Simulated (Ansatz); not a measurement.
## CaRhO3 (Cmcm): electronic heat capacity from the density of states

Theory: DFT PBEsol, scalar-relativistic, plane waves, PAW in Ansatz 0.2.0.

Cutoff 420 eV; k points 12×12×6 on the computed 10-atom cell (Γ-centred); Gaussian smearing, width 0.10 eV; collinear spin from starting moments 0 0 0.48 0.48 0.16 0.16 0.11 0.11 0.11 0.11 μB.

Relaxed cell: Cmcm, a = 3.105 Å, b = 9.698 Å, c = 7.253 Å, α = 90.00°, β = 90.00°, γ = 90.00°, 10 atoms in the primitive cell. Whether it is the stable form of this composition wasn't checked.

The density of states at the Fermi level is 4.378 states/eV in the cell of 10 atoms (2 formula units; both spins, tetrahedra on a 18×18×9 mesh). The run ends with a moment of 1.86 μB a cell (largest on a site 0.43 μB), and the figure is for this state; a paramagnetic sample can have a quite different one. Another magnetic order, if the compound takes it, can change N(E_F) and the shape of the cell a good deal, and may open a gap, where γ is close to zero.

Question: What Sommerfeld coefficient does this give?

Answer: Per formula unit N(E_F) = 2.189 states/eV. γ = (π²/3) k_B² N(E_F) N_A = 2.357 mJ/(mol K²) per state/eV, so γ = 5.2 mJ/(mol K²), a mole of formula units. This is the bare band result: a measured γ of the same phase and magnetic order is as a rule larger by a factor 1 + λ from phonons and spin fluctuations. N(E_F) at one energy is sensitive to the mesh where the density of states has sharp peaks.

Only this magnetic start was tried.

Cost: 1 run of about 9.1 core-minutes, on Intel Xeon Platinum 8259CL (Skylake/Cascade Lake) (shared hosts).